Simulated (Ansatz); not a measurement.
AlN (zinc blende, F-43m), the program Ansatz at the LDA level (PAW): ε∞ = 4.54, cell volume 20.47 Å³. Infrared-active transverse modes:

```
ω_TO (cm⁻¹)  oscillator strength S_xx (e²/amu)
-----------  ---------------------------------
664.1                                   0.7029
```

Q: Compute the static dielectric constant.

A: Each mode adds (4.921e7/V) S/ω²: 3.83. So ε0 = 8.37.

Q: What LO frequency does the Lyddane–Sachs–Teller relation give?

A: ω_LO = ω_TO √(ε0/ε∞) = 902 cm⁻¹.

The LDA relaxation kept the symmetry of its start; phonons on a q-mesh show no instability.

Potentials: the later of the program's two PAW sets.
